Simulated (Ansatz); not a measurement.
Geometry optimisation in Ansatz: input, command and trajectory.

```yaml
crystal:
  lattice:
    - [2.2505546178, -4.7315643104, 0.0]
    - [2.2505546178, 4.7315643104, 0.0]
    - [0.0, 0.0, 4.3331557183]
  atoms:
    - { symbol: Li, position: [0.5870065052, 0.4129934948, 0.75] }
    - { symbol: Li, position: [0.4129934948, 0.5870065052, 0.25] }
    - { symbol: Li, position: [0.2409321101, 0.7590678899, 0.75] }
    - { symbol: Li, position: [0.7590678899, 0.2409321101, 0.25] }
    - { symbol: Ga, position: [0.9223497147, 0.0776502853, 0.75] }
    - { symbol: Ga, position: [0.0776502853, 0.9223497147, 0.25] }
basis:
  ecutwfc: 420
kpoints:
  mp_grid: { grid: [10, 10, 8] }
hamiltonian:
  xc: pbesol
scf:
  occupations: { method: gaussian, width: 0.1 }
output:
  forces: true
  stress: true
  eigenvalues: true
relax:
  adjacent_minimum: "off"
  f_tol: 0.008
  max_steps: 50
  cell: { stress_tol: 0.08, p_target: -3.0 }
```

```bash
ansatz run input.yaml --threads 1 --pin off --max-ram 2560MiB --backend cpu --events-out ev --progress --plain --runs-dir out
```

Method: DFT PBEsol, scalar-relativistic, plane waves, PAW (Ansatz 0.2.0).

Of 6 frames 6 are shown, positions in Å and forces in eV/Å; the SCF threshold varies from step to step. Steps run on the plane waves of an earlier cell, with a Pulay correction in the pressure. The basis is chosen afresh for the last frame, the zero of the energies, and at times for earlier ones too; energy and pressure can step there, also at an unchanged geometry. Where two frames share a geometry here, they differ by under 2 meV/atom and 0.3 GPa. The relaxation lowers the enthalpy F + PV at the target pressure, so the free energy itself can rise.

```xyz
6
Lattice="2.2506 -4.7316 0.0000 2.2506 4.7316 0.0000 0.0000 0.0000 4.3332" Properties=species:S:1:pos:R:3:forces:R:3 pbc="T T T" step=1 free_energy_over_end_meV_per_atom=-16.53 pressure_GPa=-1.00
Li    2.2506   -0.8234    3.2499    0.0000    0.0206    0.0000
Li    2.2506    0.8234    1.0833    0.0000   -0.0206    0.0000
Li    2.2506    2.4516    3.2499    0.0000    0.0117    0.0000
Li    2.2506   -2.4516    1.0833    0.0000   -0.0117    0.0000
Ga    2.2506   -3.9968    3.2499    0.0000   -0.0426    0.0000
Ga    2.2506    3.9968    1.0833    0.0000    0.0426    0.0000
6
Lattice="2.3101 -4.8456 0.0000 2.3101 4.8456 0.0000 0.0000 0.0000 4.4007" Properties=species:S:1:pos:R:3:forces:R:3 pbc="T T T" step=2 free_energy_over_end_meV_per_atom=-4.45 pressure_GPa=-2.64
Li    2.3101   -0.8248    3.3005    0.0000    0.0047    0.0000
Li    2.3101    0.8248    1.1002    0.0000   -0.0047    0.0000
Li    2.3101    2.5451    3.3005    0.0000   -0.0333    0.0000
Li    2.3101   -2.5451    1.1002    0.0000    0.0333    0.0000
Ga    2.3101   -4.1223    3.3005    0.0000    0.0217    0.0000
Ga    2.3101    4.1223    1.1002    0.0000   -0.0217    0.0000
6
Lattice="2.3247 -4.8797 0.0000 2.3247 4.8797 0.0000 0.0000 0.0000 4.4036" Properties=species:S:1:pos:R:3:forces:R:3 pbc="T T T" step=3 free_energy_over_end_meV_per_atom=-0.43 pressure_GPa=-2.98
Li    2.3247   -0.8228    3.3027    0.0000    0.0016    0.0000
Li    2.3247    0.8228    1.1009    0.0000   -0.0016    0.0000
Li    2.3247    2.5412    3.3027    0.0000    0.0218    0.0000
Li    2.3247   -2.5412    1.1009    0.0000   -0.0218    0.0000
Ga    2.3247   -4.1498    3.3027    0.0000   -0.0043    0.0000
Ga    2.3247    4.1498    1.1009    0.0000    0.0043    0.0000
6
Lattice="2.3199 -4.8962 0.0000 2.3199 4.8962 0.0000 0.0000 0.0000 4.4085" Properties=species:S:1:pos:R:3:forces:R:3 pbc="T T T" step=4 free_energy_over_end_meV_per_atom=0.23 pressure_GPa=-3.02
Li    2.3199   -0.8244    3.3064    0.0000    0.0036    0.0000
Li    2.3199    0.8244    1.1021    0.0000   -0.0036    0.0000
Li    2.3199    2.5592    3.3064    0.0000    0.0002    0.0000
Li    2.3199   -2.5592    1.1021    0.0000   -0.0002    0.0000
Ga    2.3199   -4.1660    3.3064    0.0000    0.0005    0.0000
Ga    2.3199    4.1660    1.1021    0.0000   -0.0005    0.0000
6
Lattice="2.3181 -4.9022 0.0000 2.3181 4.9022 0.0000 0.0000 0.0000 4.4050" Properties=species:S:1:pos:R:3:forces:R:3 pbc="T T T" step=5 free_energy_over_end_meV_per_atom=0.12 pressure_GPa=-3.01
Li    2.3181   -0.8236    3.3038    0.0000    0.0013    0.0000
Li    2.3181    0.8236    1.1013    0.0000   -0.0013    0.0000
Li    2.3181    2.5628    3.3038    0.0000   -0.0017    0.0000
Li    2.3181   -2.5628    1.1013    0.0000    0.0017    0.0000
Ga    2.3181   -4.1710    3.3038    0.0000   -0.0004    0.0000
Ga    2.3181    4.1710    1.1013    0.0000    0.0004    0.0000
6
Lattice="2.3181 -4.9022 0.0000 2.3181 4.9022 0.0000 0.0000 0.0000 4.4050" Properties=species:S:1:pos:R:3:forces:R:3 pbc="T T T" step=6 free_energy_over_end_meV_per_atom=0.00 pressure_GPa=-3.01
Li    2.3181   -0.8236    3.3038    0.0000    0.0013    0.0000
Li    2.3181    0.8236    1.1013    0.0000   -0.0013    0.0000
Li    2.3181    2.5628    3.3038    0.0000   -0.0017    0.0000
Li    2.3181   -2.5628    1.1013    0.0000    0.0017    0.0000
Ga    2.3181   -4.1710    3.3038    0.0000   -0.0006    0.0000
Ga    2.3181    4.1710    1.1013    0.0000    0.0006    0.0000
```

It took 100 s on 1 thread of Arm Neoverse V2, with other jobs on the host, peak memory 0.58 GiB.